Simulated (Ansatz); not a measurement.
## LuCo$_{3}$B$_{2}$: reading a single point

```
Lu B Co
1.0
     5.03228    0.00000    0.00000
    -2.51614    4.35808    0.00000
     0.00000    0.00000    3.07985
Lu B Co
1 2 3
Direct
  0.00000 0.00000 0.00000
  0.33330 0.66670 0.00000
  0.66660 0.33330 0.00000
  0.50000 0.00000 0.50000
  0.50000 0.50000 0.50000
  0.00000 0.50000 0.50000
```

Level: r2SCAN, no spin polarisation; 500 eV; 8×8×11 Γ-centred mesh; fermi-dirac occupations (width 0.1 eV); Ansatz 0.2.0, fixed geometry.

**Question.** Give the Bader charges.

**Answer.** Bader charges in e: Lu +1.65, Co -0.22, B -0.50. In the mean Lu gives up most and B takes most.

**Question.** Metal or insulator?

**Answer.** It is a metal, with about 3.6 states/eV a cell as the mean within 0.25 eV of the Fermi level, mostly Co d (74 %).

**Question.** Is the cell too large or too small?

**Answer.** The pressure is -15.5 GPa (compression positive), so with the atoms held at these fractions the cell would first shrink. The principal stresses -17.1, -14.7, -14.7 GPa differ, so its shape would change too.

**Question.** What is the formation energy?

**Answer.** -0.40 eV an atom against the elements' usual phases (free molecules for gases, crystals otherwise, with no correction for O₂ or N₂), so it is bound against them; other compounds may still compete. Relaxing would lower it.

Origin: a database entry at a rescaled volume. Caveats: no spin polarisation, so a magnetic state may lie lower; atoms or cell far from equilibrium.
